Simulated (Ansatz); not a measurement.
A relaxation computed with Ansatz, from input to last step.

```yaml
crystal:
  lattice:
    - [-0.0701582117, -0.0989153629, -7.4808029305]
    - [4.3085203041, 6.9845971266, 0.1490645957]
    - [4.2865567397, -6.9719164567, -0.0624495195]
  atoms:
    - { symbol: Be, position: [0.3404017942, 0.8232589638, 0.4550675828] }
    - { symbol: Be, position: [0.3982087385, 0.1932973646, 0.0421928072] }
    - { symbol: Be, position: [0.4396593658, 0.8955732229, 0.7733061088] }
    - { symbol: Be, position: [0.4642408618, 0.9454392559, 0.2231914947] }
    - { symbol: O, position: [0.4865124598, 0.0953817785, 0.8661233797] }
    - { symbol: O, position: [0.3417793352, 0.7699642373, 0.6007677686] }
    - { symbol: O, position: [0.323840366, 0.9004390315, 0.3280449951] }
    - { symbol: Cd, position: [0.0528364357, 0.0546817859, 0.3754528554] }
    - { symbol: Cd, position: [0.8064784831, 0.9747734802, 0.8224497165] }
    - { symbol: Cd, position: [0.9059784647, 0.4764990603, 0.400873989] }
    - { symbol: Cd, position: [0.3557353687, 0.4995727525, 0.6400518203] }
    - { symbol: Te, position: [0.5514992543, 0.2730521488, 0.3247132829] }
    - { symbol: Te, position: [0.8047320855, 0.8180896253, 0.4370468807] }
    - { symbol: Te, position: [0.5945620692, 0.7317021539, 0.9355526702] }
    - { symbol: Te, position: [0.0137541209, 0.3970373161, 0.6872622117] }
    - { symbol: Te, position: [0.0693227109, 0.1733974543, 0.0884511735] }
  symmetry: { detect: false }
basis:
  ecutwfc: 420
kpoints:
  mp_grid: { grid: [3, 3, 3] }
hamiltonian:
  xc: pbe
scf:
  occupations: { method: gaussian, width: 0.1 }
  lower_state_search: "off"
output:
  forces: true
  stress: true
  eigenvalues: true
relax:
  adjacent_minimum: "off"
  f_tol: 0.04
  max_steps: 25
  cell: { stress_tol: 0.3 }
```

```bash
ansatz run input.yaml --threads 4 --pin off --max-ram 9216MiB --backend cpu --events-out ev --progress --plain --runs-dir out
```

Method: Ansatz, DFT PBE, scalar-relativistic, plane waves, PAW.

Of 4 frames 3 are shown, positions in Å and forces in eV/Å; the SCF threshold varies from step to step. Steps run on the plane waves of an earlier cell, with a Pulay correction in the pressure. The basis is chosen afresh for the last frame, the zero of the energies, and at times for earlier ones too; energy and pressure can step there, also at an unchanged geometry. Where two frames share a geometry here, they differ by under 2 meV/atom and 0.3 GPa.

```xyz
16
Lattice="-0.0702 -0.0989 -7.4808 4.3085 6.9846 0.1491 4.2866 -6.9719 -0.0624" Properties=species:S:1:pos:R:3:forces:R:3 pbc="T T T" step=1 free_energy_over_end_meV_per_atom=0.26 pressure_GPa=0.09
Be    5.4738    2.5438   -2.4522    0.0381    0.0039   -0.0287
Be    0.9858    1.0166   -2.9527    0.0091    0.0125    0.0396
Be    7.1426    0.8203   -3.2038    0.0134    0.0091    0.0029
Be    4.9976    5.0015   -3.3459    0.0161    0.0247   -0.0324
O     4.0895   -5.4205   -3.6794   -0.0477    0.0077   -0.0141
O     5.8687    1.1556   -2.4795   -0.0313   -0.0338    0.0035
O     5.2630    3.9701   -2.3088   -0.0332    0.0137    0.0252
Cd    1.8413   -2.2409   -0.4106    0.0067    0.0023   -0.0151
Cd    7.6687    0.9946   -5.9392    0.0102   -0.0048    0.0101
Cd    3.7078    0.4437   -6.7315   -0.0057   -0.0019    0.0105
Cd    4.8711   -1.0083   -2.6267   -0.0083    0.0166   -0.0053
Te    2.5297   -0.4113   -4.1052   -0.0033   -0.0452    0.0163
Te    5.3417    2.5874   -5.9254   -0.0194   -0.0016    0.0168
Te    7.1211   -1.4708   -4.3972    0.0210    0.0059   -0.0013
Te    4.6557   -2.0198   -0.0866    0.0378   -0.0244   -0.0106
Te    1.1214    0.5876   -0.4983   -0.0035    0.0152   -0.0175
16
Lattice="-0.0677 -0.1025 -7.5272 4.2979 6.9665 0.1523 4.2947 -6.9653 -0.0677" Properties=species:S:1:pos:R:3:forces:R:3 pbc="T T T" step=2 free_energy_over_end_meV_per_atom=0.18 pressure_GPa=-0.06
Be    5.4641    2.5309   -2.4800    0.0184    0.0036   -0.0237
Be    0.9817    1.0277   -2.9570    0.0116   -0.0036    0.0200
Be    7.1385    0.8101   -3.2225    0.0016    0.0027   -0.0144
Be    4.9938    4.9905   -3.3669   -0.0077    0.0018   -0.0106
O     4.0945   -5.4090   -3.6973    0.0045    0.0158    0.0114
O     5.8589    1.1425   -2.5069   -0.0157   -0.0177    0.0045
O     5.2443    3.9554   -2.3293   -0.0016   -0.0149    0.0439
Cd    1.8510   -2.2501   -0.4336    0.0023    0.0098    0.0154
Cd    7.6778    0.9883   -5.9622   -0.0059   -0.0014   -0.0253
Cd    3.7038    0.4110   -6.7597   -0.0007   -0.0235   -0.0070
Cd    4.8699   -1.0209   -2.6511    0.0272    0.0155    0.0111
Te    2.5284   -0.4133   -4.1102   -0.0010    0.0193   -0.0537
Te    5.3335    2.5675   -5.9636    0.0213    0.0170   -0.0120
Te    7.1318   -1.4724   -4.4259   -0.0345   -0.0112    0.0024
Te    4.6749   -2.0392   -0.1100   -0.0371    0.0218    0.0143
Te    1.1185    0.5956   -0.5026    0.0172   -0.0349    0.0235
16
Lattice="-0.0702 -0.1016 -7.5282 4.2913 6.9606 0.1530 4.2914 -6.9614 -0.0655" Properties=species:S:1:pos:R:3:forces:R:3 pbc="T T T" step=4 free_energy_over_end_meV_per_atom=0.00 pressure_GPa=-0.02
Be    5.4559    2.5291   -2.4816    0.0160    0.0075   -0.0235
Be    0.9830    1.0248   -2.9519    0.0107   -0.0021   -0.0001
Be    7.1309    0.8100   -3.2245    0.0105    0.0049   -0.0112
Be    4.9788    4.9876   -3.3647   -0.0037    0.0001   -0.0201
O     4.0955   -5.4028   -3.6916   -0.0178   -0.0064    0.0163
O     5.8505    1.1407   -2.5096   -0.0191   -0.0054    0.0127
O     5.2331    3.9528   -2.3273   -0.0042   -0.0079    0.0387
Cd    1.8473   -2.2471   -0.4323   -0.0013   -0.0114    0.0076
Cd    7.6692    0.9832   -5.9623   -0.0107   -0.0039   -0.0126
Cd    3.7036    0.4124   -6.7617    0.0081   -0.0073    0.0010
Cd    4.8608   -1.0187   -2.6457   -0.0016    0.0098    0.0016
Te    2.5226   -0.4126   -4.1200    0.0018    0.0020    0.0029
Te    5.3308    2.5685   -5.9616    0.0063    0.0035   -0.0049
Te    7.1112   -1.4768   -4.4238    0.0126    0.0030   -0.0030
Te    4.6676   -2.0388   -0.1051   -0.0085    0.0113   -0.0006
Te    1.1219    0.5864   -0.4981    0.0008    0.0023   -0.0049
```

The run took 98 s on 4 threads of Arm Neoverse V2 (shared host), peak memory 1.6 GiB.

The k mesh is coarse.